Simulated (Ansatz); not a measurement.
Zn$_{3}$CdSe$_{4}$ in space group P-43m (No. 215; Zn on 3c, Cd on 1a, Se on 4e), plane-wave PAW r²SCAN (Ansatz code). The conduction-band minimum lies at Γ, with 1 equivalent valley. Second derivatives d²E/dk² of the lowest band at one valley (eV·Å²), along Cartesian directions:

```json
[
 {"direction": "[100]", "d²E/dk²": "65.26"},
 {"direction": "[010]", "d²E/dk²": "65.26"},
 {"direction": "[001]", "d²E/dk²": "65.26"},
 {"direction": "[110]", "d²E/dk²": "65.21"},
 {"direction": "[101]", "d²E/dk²": "65.21"},
 {"direction": "[011]", "d²E/dk²": "65.21"}
]
```

Problem. Find the principal effective masses, the density-of-states mass and the conductivity mass.

Solution. Off-diagonal terms follow from H_xy = H[110] − (H_xx + H_yy)/2, and m*/mₑ = 7.620 eV·Å² over each eigenvalue: 0.12, 0.12, 0.12. One valley's DOS mass (m₁m₂m₃)^(1/3) = 0.12, conductivity mass 3/(Σ 1/mᵢ) = 0.12 mₑ.

Problem. What effective density of states Nc follows at 300 K for parabolic valleys?

Solution. Nc = 2.509e19 × 1 × (0.12)^(3/2) ≈ 1.0e18 cm⁻³.

Problem. With the computed static dielectric constant 9.76 (mean of the diagonal), estimate a hydrogenic donor's binding energy and radius.

Solution. E = 13.606 eV × 0.12/9.76² ≈ 17 meV; a = 0.529 Å × ε/m* ≈ 43 Å. Semilocal masses tend to be too small when the gap is underestimated.

The first step of the workflow began from a Materials Project structure, measured or hypothetical; the Crystallography Open Database copy checked does not list it. With Zn and Cd taken as one species the cell has the higher symmetry F-43m, so it may be an ordered model of a mixed-site phase. Whether it is the stable phase at ambient conditions was not checked. The cell was relaxed with r²SCAN under the symmetry of its start; whether a distortion lowers the energy is not shown. Scalar-relativistic: spin–orbit coupling is off unless named, which matters more the heavier the elements.

Potentials: the later of the program's two PAW sets.
